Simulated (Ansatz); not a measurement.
B₂Ru:
Space group Pmmn, origin choice 1 (No. 59); a = 2.8682 Å, b = 4.6426 Å, c = 4.0386 Å, α = 90.00°, β = 90.00°, γ = 90.00°

```json
[
 {"atom": "B", "site": "4e", "symmetry": "m..", "x": "0.0000", "y": "0.1960", "z": "0.3625"},
 {"atom": "Ru", "site": "2a", "symmetry": "mm2", "x": "0.0000", "y": "0.0000", "z": "0.8466"}
]
```

Relaxed with r²SCAN.

Tabulate the valence density and the electron localisation function along the shortest B–B contact (1.82 Å), r²SCAN (plane waves, PAW; program Ansatz).



```tsv
distance from B (Å)	density (e/Å³)	ELF
0.18	0.38	0.01
0.27	0.53	0.05
0.36	0.67	0.20
0.45	0.75	0.42
0.55	0.79	0.63
0.64	0.78	0.75
0.73	0.76	0.82
0.82	0.74	0.84
0.91	0.73	0.85
1.00	0.74	0.84
1.09	0.76	0.82
1.18	0.78	0.75
1.27	0.79	0.63
1.36	0.75	0.42
1.46	0.67	0.20
1.55	0.53	0.05
1.64	0.38	0.01
```

The density is the valence pseudo-density with augmentation charge, so density and ELF within about 1 Å of a nucleus are not all-electron values.

The workflow started from an entry of the Crystallography Open Database (COD). Its standing as an ambient phase is unchecked. Symmetry was held in the r²SCAN relaxation; whether a distortion lowers the energy is not shown. No spin polarisation was allowed.

Potentials: the later of the program's two PAW sets.
